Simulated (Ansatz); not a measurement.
Os: energy along a strain

Os, Fm-3m, a = 3.890 Å (as given, not relaxed at this level: -16.9 GPa). This isn't the element's structure at ambient conditions. Ansatz: r2SCAN, PAW, 500 eV, Γ-centred 20×20×20 mesh on 1 atom, Gaussian smearing 0.15 eV; no spin polarisation. Cell vectors (Å): 0.000 1.945 1.945; 1.945 0.000 1.945; 1.945 1.945 0.000. The cell is strained by x per cent times the pattern (1 0 0 0 0 0) in the order xx yy zz yz xz xy (engineering shears), with fractional coordinates held. y is the free energy over the start, V0 = 14.716 Å³/atom.

```tsv
x (%)	y (meV/atom)
-6.00	?
-4.50	-13.93
-3.00	-22.94
-1.50	-17.67
0.00	0.00
1.50	28.45
3.00	66.85
4.50	114.74
5.25	142.02
6.00	171.38
```

Fit y = c1 x + c2 x² + c3 x³ to the other rows, get the stiffness along the pattern, and predict the missing energy.

Least squares on the rows shown. y = 15.350 x + 2.4873 x² − 0.048726 x³. The clamped-ion stiffness p·C·p = 2 × 24.87 eV × 160.2 / 14.716 Å³ = 542 GPa, which is C11 in these axes (second derivative at the start, which stands under stress). At x = -6.00 the fit asked for gives 7.97 meV/atom. The run gave 11.03 meV/atom, so the fit is 3.06 meV/atom too low, 1.6 % of the span of the series, against an rms of 0.32 meV/atom on the fitted rows. The row lies outside the fitted range. With a term in x⁴ added, a fit to the same known rows predicts 11.45 meV/atom, so most of the miss is curvature that the known rows already hold.

Spin–orbit coupling is left out, which can shift energies with elements as heavy as these.